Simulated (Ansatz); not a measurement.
**Relaxing GaP in the zincblende type**

First guess:

```xyz
2
Lattice="0.0000 2.7103 2.7103 2.7103 0.0000 2.7103 2.7103 2.7103 0.0000" Properties=species:S:1:pos:R:3 pbc="T T T"
Ga    0.0000    0.0000    0.0000
P     1.3552    1.3552    1.3552
```

Method: DFT, PBE, PAW with Ansatz's default frozen-core files, scalar-relativistic (Ansatz 0.2.0).

Cell and atoms relax within the symmetry of the start on a 13×13×13 k mesh with 0.03 eV Fermi–Dirac smearing.

The start is built from a prototype, known or not as a phase of this compound; the cutoff is 420 eV.

Task: What is the pressure of the first guess?

Result: 4.01 GPa.

Task: What does it relax to?

Result: a = 5.506 Å, b = 5.506 Å, c = 5.506 Å, α = 90.00°, β = 90.00°, γ = 90.00° (conventional cell), 20.87 Å³ per atom:
```xyz
2
Lattice="0.0000 2.7530 2.7530 2.7530 0.0000 2.7530 2.7530 2.7530 0.0000" Properties=species:S:1:pos:R:3 pbc="T T T"
Ga    0.0000    0.0000    0.0000
P     1.3765    1.3765    1.3765
```

Task: How much energy does the relaxation release?

Result: 11 meV/atom.
